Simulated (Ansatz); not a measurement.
Theory: DFT PBE, scalar-relativistic, plane waves, PAW (Ansatz 0.2.0). All cells share a 420 eV cutoff and Γ-centred k meshes spaced at most about 0.3 Å⁻¹ (about 0.25 or finer for metals, 2π included). No spin polarisation in the final relaxations.

All energies are static (0 K, no zero-point motion). All come from trial cells, and lower structures may exist.

**Question.** Order these relaxed structures of Be3Se2O by energy, lowest first, with the energy over the lowest of them.
A.

Space group P6_3/mmc (No. 194). a = 3.309 Å, b = 3.309 Å, c = 23.454 Å, α = 90.00°, β = 90.00°, γ = 120.00°
```json
{"atom": "Be", "site": "2b", "symmetry": "-6m2", "x": "0.0000", "y": "0.0000", "z": "0.2500"}
{"atom": "Be", "site": "4f", "symmetry": "3m.", "x": "0.3333", "y": "0.6667", "z": "0.5296"}
{"atom": "Se", "site": "4f", "symmetry": "3m.", "x": "0.3333", "y": "0.6667", "z": "0.4316"}
{"atom": "O", "site": "2c", "symmetry": "-6m2", "x": "0.3333", "y": "0.6667", "z": "0.2500"}
```

B.

Space group P1 (No. 1). a = 4.040 Å, b = 4.048 Å, c = 13.787 Å, α = 83.28°, β = 87.27°, γ = 61.06°
```tsv
atom	site	symmetry	x	y	z
Be	1a	1	0.4629	0.5586	0.2375
Be	1a	1	0.6219	0.4824	0.7336
Be	1a	1	0.4583	0.0309	0.2821
Be	1a	1	0.6137	0.9564	0.7781
Be	1a	1	0.9584	0.0682	0.2370
Be	1a	1	0.1158	0.9906	0.7330
Se	1a	1	0.9524	0.6006	0.1503
Se	1a	1	0.1124	0.5221	0.6468
Se	1a	1	0.9038	0.4395	0.3728
Se	1a	1	0.0575	0.3630	0.8695
O	1a	1	0.9447	0.2064	0.9775
O	1a	1	0.7984	0.2812	0.4818
```

C.

Space group I4/mmm (No. 139). a = 3.254 Å, b = 3.254 Å, c = 15.799 Å, α = 90.00°, β = 90.00°, γ = 90.00°
```tsv
atom	site	symmetry	x	y	z
Be	4d	-4m2	0.0000	0.5000	0.2500
Be	2b	4/mmm	0.5000	0.5000	0.0000
Se	4e	4mm	0.5000	0.5000	0.1590
O	2a	4/mmm	0.0000	0.0000	0.0000
```

D.

Space group P6/mmm (No. 191). a = 4.158 Å, b = 4.158 Å, c = 6.820 Å, α = 90.00°, β = 90.00°, γ = 120.00°
| atom | site | symmetry | x | y | z |
| --- | --- | --- | --- | --- | --- |
| Be | 3g | mmm | 0.5000 | 0.0000 | 0.5000 |
| Se | 2e | 6mm | 0.0000 | 0.0000 | 0.2819 |
| O | 1a | 6/mmm | 0.0000 | 0.0000 | 0.0000 |

**Answer.** A (0 meV/atom), C (474 meV/atom), B (784 meV/atom), D (908 meV/atom). Forms: A P6_3/mmc; C I4/mmm; B P1; D P6/mmm.

Weakly bound directions are ill-defined at this level, which has no dispersion term (P6_3/mmc, P1), and this can change margins and order among such cells. Cells relaxed within their symmetry can be saddle points. The P1 cell of Be3Se2O came from shaking the P6/mmm one. Some types were kept out of the candidates beforehand, so the set may lack a known form.
